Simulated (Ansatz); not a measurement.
Space group Pm-3m (No. 221). a = 3.873 Å, b = 3.873 Å, c = 3.873 Å, α = 90.00°, β = 90.00°, γ = 90.00°
```
atom site symmetry x y z
  Mn    1a m-3m  0.0000  0.0000  0.0000
  Pt    3c    4/mm.m  0.0000  0.5000  0.5000
```

Equation of state of this MnPt₃ structure (not necessarily the ground state), with shape and atoms relaxed at each volume where symmetry leaves them free. It has no gap at any of these volumes. The calculation used Ansatz 0.2.0, DFT PBEsol, scalar-relativistic, plane waves, PAW.

Cutoff 420 eV; k points 12×12×12 on the computed 4-atom cell (Γ-centred); Gaussian smearing, width 0.10 eV; collinear spin.

| V (Å³/atom) | E − E(largest V) (meV/atom) | P (GPa) |
| --- | --- | --- |
| 12.781 | 119.65 | 44.63 |
| 13.217 | 18.48 | 30.22 |
| 13.653 | -47.02 | 18.29 |
| 14.089 | -82.86 | 8.33 |
| 14.524 | -93.85 | 0.02 |
| 14.960 | -84.17 | -6.89 |
| 15.396 | -57.31 | -12.59 |
| 15.977 | 0.00 | -18.59 |

Question: Fit a third-order Birch–Murnaghan equation to E(V).

Answer: V0 = 14.53 Å³/atom, B0 = 252 GPa, B0' = 5.1.

Spin-orbit coupling is left out, which matters for the bands of heavy elements. Only parallel moments were tried here.